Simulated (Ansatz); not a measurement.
Values for one crystal, relaxed and computed with PBE (plane waves, PAW; program Ansatz); other levels are named.

```yaml
volume_per_atom: 33.31 Å³
electronic_character: metallic (no gap)
Gap with spin–orbit coupling: none (metallic)
Pressure derivative B′: 4.6
Density of states at the Fermi level: 0.22 states/eV per atom (mean over ±0.08 eV)
Bulk modulus (Birch–Murnaghan fit): 35.4 GPa
```

Problem. Pick the material that matches.
A) La, diamond
B) Sn, Ia-3 (Sn on 16c)
C) Ru, hcp (Mg type)
D) Pt, R-3m (Pt on 6c, Pt on 6c, Pt on 6c)

Solution. B, Sn, Ia-3 (Sn on 16c)

The start of the workflow was typed in or built on a structure type; neither database checked (COD, Materials Project) lists it. It is not the phase usual at ambient conditions (space group No. 141). The cell was relaxed with PBE under the symmetry of its start; whether a distortion lowers the energy is not shown. Scalar-relativistic: spin–orbit coupling is off unless named, which matters more the heavier the elements.

Potentials: the earlier of the program's two PAW sets.
